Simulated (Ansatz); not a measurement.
AlRu:
```
AlRu
1.0
    2.98237     0.00000     0.00000
    0.00000     2.98237     0.00000
    0.00000     0.00000     2.98237
Ru Al
1 1
Cartesian
  0.00000   0.00000   0.00000
  1.49118   1.49118   1.49118
```

Relaxed with r²SCAN. Special points in fractions of this cell's reciprocal vectors: Γ (0.000, 0.000, 0.000); X (0.000, 0.500, 0.000); M (0.500, 0.500, 0.000); R (0.500, 0.500, 0.500).

Question: List the band energies nearest the Fermi level at these points for the program Ansatz at the r²SCAN level (PAW).

Answer: In eV from the Fermi level; about four levels below and three above (degenerate sets whole), none deeper than 8.9 eV; … stands for higher levels left out; points with the same levels are listed once.

| k | below | above |
|---|---|---|
| Γ | -3.73 -3.73 | 0.17 0.17 0.17 |
| X | -5.71 -2.84 -1.71 -1.71 | 0.44 2.54 7.72 |
| M | -1.49 -1.49 -1.26 -1.26 | 1.74 5.73 … |
| R | -4.97 -4.97 -4.97 | 1.84 1.84 3.26 |

Space group Pm-3m (CsCl type). Symmetry was held in the r²SCAN relaxation. No spin polarisation was allowed. Spin–orbit coupling is left out wherever it is not named.

Potentials: the later of the program's two PAW sets.
